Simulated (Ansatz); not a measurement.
Computed properties of Nb

Nb:
```xyz
3
Lattice="4.8854 0.0000 0.0000 -2.4427 4.2309 0.0000 0.0000 0.0000 2.6658" Properties=species:S:1:pos:R:3 pbc="T T T"
Nb     0.0000     0.0000     0.0000
Nb     2.4427     1.4103     1.3329
Nb     0.0000     2.8206     1.3329
```

Space group P6/mmm (No. 191); conventional cell a = 4.885 Å, b = 4.885 Å, c = 2.666 Å, α = 90.00°, β = 90.00°, γ = 120.00°.

Method: r²SCAN in the plane-wave PAW code Ansatz. Geometry: relaxed at this level of theory. Other levels are named where they apply.

Cell and energy:

* **Volume per atom**: 18.37 Å³
* **Density**: 8.40 g/cm³

Electronic structure:

* **Electronic character**: metallic (no gap)
* **Density of states at the Fermi level**: 0.95 states/eV per atom (mean over ±0.08 eV)
* **Gap with spin–orbit coupling**: none (metallic)

Mechanics:

- Bulk modulus (Birch–Murnaghan fit): 168 GPa
- Pressure derivative B′: 3.6
- Elastic constants (relaxed ions, GPa): C11 = 257, C12 = 139, C13 = 89.2, C33 = 364, C44 = -1.3
- Mechanical stability: marginal (the smallest eigenvalue of C is near zero)

The start of the workflow was typed in or built on a structure type; neither database checked (COD, Materials Project) lists it. It is not the phase usual at ambient conditions (space group No. 229). The cell was relaxed with r²SCAN under the symmetry of its start; whether a distortion lowers the energy is not shown. The run is not spin-polarised. As this level gives no gap, shear constants depend on the k-mesh and smearing (Fermi–Dirac, 0.1 eV here). Axis ratios of metals converge slowly with the k-mesh, so a and c are less sure than the volume. On the denser mesh and wider smearing of the elastic run this cell carries a stress of 0.4 GPa. Spin–orbit coupling is left out wherever it is not named.

Potentials: the earlier of the program's two PAW sets.
